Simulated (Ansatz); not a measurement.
NaIn:
```xyz
4
Lattice="0.0000 3.6560 3.6560 3.6560 0.0000 3.6560 3.6560 3.6560 0.0000" Properties=species:S:1:pos:R:3 pbc="T T T"
In     3.6560     3.6560     3.6560
In     5.4840     5.4840     5.4840
Na     0.0000     0.0000     0.0000
Na     1.8280     1.8280     1.8280
```

Relaxed with PBEsol. Special points in fractions of this cell's reciprocal vectors: Γ (0.000, 0.000, 0.000); X (0.500, 0.000, 0.500); U (0.625, 0.250, 0.625); K (0.375, 0.375, 0.750); L (0.500, 0.500, 0.500); W (0.500, 0.250, 0.750).

Task: List the band energies nearest the Fermi level at these points for PBEsol with spin–orbit coupling (plane waves, PAW; program Ansatz).

Result: In eV from the Fermi level; about four levels below and three above (degenerate sets whole), none deeper than 8.9 eV; points with the same levels are listed once.

| k | below | above |
|---|---|---|
| Γ | -8.12 -8.12 -0.60 -0.60 | 0.32 0.32 0.74 0.74 0.74 0.74 |
| X | -0.10 -0.10 -0.10 -0.10 | 6.01 6.01 6.01 6.01 |
| U | -2.82 -2.82 -1.45 -1.45 | 0.18 0.18 2.20 2.20 |
| L | -0.41 -0.41 -0.39 -0.39 | 1.94 1.94 2.03 2.03 |
| W | -2.55 -2.55 -2.45 -2.45 | 2.20 2.20 2.35 2.35 |

Space group Fd-3m. The workflow started from an entry of the Crystallography Open Database (COD). Whether it is the stable phase at ambient conditions was not checked. The cell was relaxed with PBEsol under the symmetry of its start; whether a distortion lowers the energy is not shown.

Potentials: the later of the program's two PAW sets.
